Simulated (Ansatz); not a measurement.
input.yaml (Ansatz)

```yaml
crystal:
  lattice:
    - [2.9532246413, 0.0, 0.0]
    - [0.0, 2.9532246413, 0.0]
    - [0.0, 0.0, 2.9532246413]
  atoms:
    - { symbol: Mg, position: [0.0, 0.0, 0.0] }
hamiltonian:
  xc: r2scan
  pseudopotentials:
    kind: paw
    azcp:
      Mg: "pseudopotentials/Mg.paw.azcp"
basis:
  ecutwfc: 500
  fft_grid_basis: typed
kpoints:
  mp_grid: { grid: [12, 12, 12], shift: [0, 0, 0] }
magnetization:
  spin_polarized: false
scf:
  occupations: { method: fermi_dirac, width: 0.1 }
  lower_state_search: "off"
output:
  stress: true
```

Terminal output

```
Engine: ansatz 0.2.0, x86_64-unknown-linux-gnu
Pseudopotentials: kind: paw
Pseudopotential: Mg, paw, valence charge 10, recommended cutoff 500 eV (meta_gga) 
Functional definition: r2SCAN
  parameter k0 = 0.174
  parameter k1 = 0.065
  parameter a1 = 4.9479
  exchange = r2scan_x(k0 = k0, k1 = k1, a1 = a1)
  correlation = r2scan_c
Crystal: 1 atoms, lattice volume = 25.757 Å³
Basis set: ecut = 500 eV, 619 PW (Γ), exchange–correlation on 96×96×96 points (64 copies of the dense FFT grid, shifted against one another)
Bands: 9, of which v1, the nominal top of the filled ones, is band 5 counted from 1 (4 counted from 0)
Symmetry: 48 space group operations
Space group: Pm-3m (ITA 221), of the structure as read, at distance tolerance 3.0e-5 Å
k-points: 84 of 1728
Non-local potential: Mg, projectors of the file, l = 0: 3, l = 1: 2, l = 2: 1
PAW form: soft (Blöchl's): semilocal exchange-correlation on the pseudo side does not see the compensation charge
PAW frozen core: Mg, regenerated for the run's functional (the file was generated under x = pbe(κ = 0.804, μ = 0.2195149727645171), c = pbe(β = 0.06672455060314922))
PAW one-centre angular grid: Mg, 302 points (default); XC on 224 Gauss nodes
Initial density: superposition of atomic densities (neutral atoms: chi_scale 0, normalization atom), corrected by the library's trained network
Initial wavefunctions: pseudopotential atomic-orbital guess
Functional: x = r2scan, c = r2scan; τ floored in thin density (d = 2e-4 eV/Å³)
SCF iter   1: F=-1925.945345 eV  HF=-1925.946104 eV  |F-HF|=7.59e-4  |Δ(HF+E_count)|=         —  Δρ=6.89e-3  dr2=4.08e-3  dr2_τ=1.71e-4  ethr=1.77e-3  ⟨swp⟩=5.8  Hψ=5625  notcnv=0
SCF iter   2: F=-1925.948429 eV  HF=-1925.947964 eV  |F-HF|=4.64e-4  |Δ(HF+E_count)|=   1.86e-3  Δρ=2.72e-3  dr2=1.14e-3  dr2_τ=3.43e-5  ethr=4.08e-5  ⟨swp⟩=2.0  Hψ=2180  notcnv=0  defer=4
SCF iter   3: F=-1925.948630 eV  HF=-1925.948540 eV  |F-HF|=9.02e-5  |Δ(HF+E_count)|=   5.76e-4  Δρ=7.21e-4  dr2=1.31e-4  dr2_τ=1.78e-6  ethr=1.14e-5  ⟨swp⟩=2.8  Hψ=1173  notcnv=0  defer=4
SCF iter   4: F=-1925.948646 eV  HF=-1925.948646 eV  |F-HF|=4.08e-7  |Δ(HF+E_count)|=   1.06e-4  Δρ=6.03e-5  dr2=7.58e-7  dr2_τ=3.50e-8  ethr=1.31e-6  ⟨swp⟩=1.8  Hψ=836  notcnv=0  defer=4
iter 5 did not close the SCF: its close was put off for the readings that it lacked (scf_convergence_deferred on its scf_iter line)
SCF iter   5: F=-1925.948647 eV  HF=-1925.948647 eV  |F-HF|=1.07e-8  |Δ(HF+E_count)|=   9.84e-7  Δρ=3.93e-6  dr2=4.98e-9  dr2_τ=2.24e-10  ethr=7.58e-9  ⟨swp⟩=2.0  Hψ=1099  notcnv=0  defer=4
SCF iter   6: F=-1925.948647 eV  HF=-1925.948647 eV  |F-HF|=1.86e-11  |Δ(HF+E_count)|=   1.36e-8  Δρ=7.40e-7  dr2=1.54e-10  dr2_τ=6.09e-12  ethr=4.98e-11  ⟨swp⟩=1.9  Hψ=2353  notcnv=0
SCF 1 converged in 6 iterations: F = -1925.948647 eV  dr2 = 1.54e-10
SCF converged after 6 iterations
Free energy (F): -1925.948647 eV
Harris-Foulkes:  -1925.948647 eV  (|F-HF|=1.86e-11)
Internal energy: -1925.933886 eV  (E = F + TS)
E sigma→0 (E₀):  -1925.941267 eV
Entropy (-TS):   -0.014761 eV (-14.761 meV/atom)
Fermi energy:    4.653560 eV
--- Per-component energies (eV) ---
  E_band       = -382.657422
  E_kinetic    = 73.837184
  E_local      = -1690.050456  (includes V_loc(G=0)·N_el)
  E_nonlocal   = 96.256470
  E_hartree    = 608.129083
  E_xc         = -25.942884
  E_vxc        = -37.860201  (∫ρ·V_xc dr)
  E_paw        = -296.417298  (= ΣΔE_a)
  E_vpaw       = -43.686008  (= ΣTr[D̂ρ^β])
  E_aug_tail   = -0.000001  (compensation charges beyond the density's cutoff)
  E_vtau       = 2.587873  (kinetic-family band-sum trace: ∫τ·v_τ [+ j·A + Jᵃ·Aᵃ] dr)
  E_ewald      = -691.719777
  E_core_change = -0.026208  (= ΣΔE_core)
  E_smearing   = -0.014761  (= −TS)
  E_closure    = -0.000000  (closes the sum)
  Σ components = -1925.948647   (vs F -1925.948647, Δ=0.00e0)
--- Stress (GPa, compression-positive) ---
        1.127037       0.000000      -0.000000
        0.000000       1.127037       0.000000
        0.000000       0.000000       1.127037
  P = ⅓ Tr σ = 1.1270 GPa (11.270 kbar)
```

Command:

```sh
ansatz run input.yaml --threads 1 --pin off --max-ram 3584MiB --backend cpu --events-out ev --progress --plain --runs-dir out
```

On 1 thread of Intel(R) Xeon(R) Platinum 8259CL CPU @ 2.50GHz (Skylake/Cascade Lake) (shared host) this took about 5.3 s of wall time and 5.2 s of CPU time.
